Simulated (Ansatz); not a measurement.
Here is the system:

HfC:
```cif
data_C4Hf4
_chemical_formula_sum 'C4 Hf4'
_space_group_name_H-M_alt 'Fm-3m'
_space_group_IT_number 225
_space_group_name_Hall '-F 4 2 3'
_cell_length_a 4.57238
_cell_length_b 4.57238
_cell_length_c 4.57238
_cell_angle_alpha 90.000
_cell_angle_beta 90.000
_cell_angle_gamma 90.000
loop_
_atom_site_label
_atom_site_type_symbol
_atom_site_symmetry_multiplicity
_atom_site_Wyckoff_symbol
_atom_site_fract_x
_atom_site_fract_y
_atom_site_fract_z
_atom_site_occupancy
C1 C 4 a 0.00000 0.00000 0.00000 1
Hf1 Hf 4 b 0.50000 0.50000 0.50000 1
```
(The calculation used a cell of 2 atoms; values per cell refer to that cell.)

This is the LDA-relaxed structure.

Problem. All from LDA in the plane-wave PAW code Ansatz, unless another level is named. Give the Poisson's ratio.

Solution. 0.20.

Problem. Predict the highest zone-centre frequency.

Solution. 464 cm⁻¹.

The LDA relaxation kept the symmetry of its start; of distortions, only those at the zone centre were tested. No spin polarisation was allowed. As this level gives no gap, phonon frequencies hold no LO–TO term and depend on the k-mesh and smearing (Fermi–Dirac, 0.1 eV here). Scalar-relativistic: spin–orbit coupling is off unless named, which matters more the heavier the elements.

Potentials: the later of the program's two PAW sets.
